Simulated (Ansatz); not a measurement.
A relaxed cell of Ru (P6₃/mmc (No. 194)), relaxed on a k-mesh at least as fine as the one used below. These are PBE (plane waves to 420 eV, PAW, scalar-relativistic; Ansatz, an electronic-structure program) values and carry that method's errors. Γ-centred k-mesh 10×10×5 on the run's cell (coarser than for final values), Fermi–Dirac smearing 0.05 eV.

```yaml
crystal:
  lattice:
    - [3.72142, 0.00000, 0.00000]
    - [-1.86071, 3.22285, 0.00000]
    - [0.00000, 0.00000, 6.74274]
  atoms:
    - { symbol: Ru, position: [0.33333, 0.66667, 0.06862] }
    - { symbol: Ru, position: [0.66667, 0.33333, 0.56862] }
    - { symbol: Ru, position: [0.66667, 0.33333, 0.93138] }
    - { symbol: Ru, position: [0.33333, 0.66667, 0.43138] }
```

The atoms are displaced along an unstable phonon of this cell by (Å):

```tsv
atom	ux	uy	uz
Ru1	0.000	0.150	0.000
Ru2	0.000	-0.150	0.000
Ru3	0.000	0.150	0.000
Ru4	0.000	-0.150	0.000
```

**Question.** What forces (eV/Å) and pressure result?

**Answer.** 
```
atom    Fx     Fy     Fz
----  ----  -----  -----
Ru1   0.00   0.02   0.20
Ru2   0.00  -0.02   0.20
Ru3   0.00   0.11  -0.20
Ru4   0.00  -0.11  -0.20
```

Pressure -0.8 GPa.

The undisplaced cell is probably no minimum: from this displacement the run went on to Cmc2₁ (No. 36), 0.79 eV/atom below it.

No spin polarisation in the result.

The relaxed structure here is a generated cell of Ru: the first start was made by placing the elements on the sites of a structure type, and the end was not matched to a known phase here, so it may be hypothetical. A known form of Ru has the same space group but another cell.
